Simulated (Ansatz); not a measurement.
BaN$_{2}$ in space group C2/c (No. 15; Ba on 4e, N on 8f), the program Ansatz at the LDA level (PAW), all energies at zero smearing, with the estimated change up to a 700 eV cutoff added, with one set of potentials and settings (totals compare only within such a set). Cell of 6 atoms (2 Ba, 4 N): -13058.806 eV.

```json
[
 {"element": "Ba", "reference phase": "Im-3m, 1 atoms in the cell", "E (eV/atom)": "-5779.5825"},
 {"element": "N", "reference phase": "P4_2/mnm, 4 atoms in the cell", "E (eV/atom)": "-373.6497"}
]
```

Formation energy per atom, worked out: (-13058.806 − 2×(-5779.5825) − 4×(-373.6497))/6 = -0.840 eV/atom (-81 kJ per mol of atoms), at 0 K, without zero-point energy or fitted corrections.

The first step of the workflow began from a Materials Project structure, measured or hypothetical; the Crystallography Open Database copy checked does not list it. Whether it is the stable phase at ambient conditions was not checked. The cell was relaxed with LDA under the symmetry of its start; its stability against distortions is not shown here. The references are the lowest solids computed at this level, not always the standard phases (solids in place of the gases). Scalar-relativistic: spin–orbit coupling is off unless named, which matters more the heavier the elements.

Potentials: the later of the program's two PAW sets.
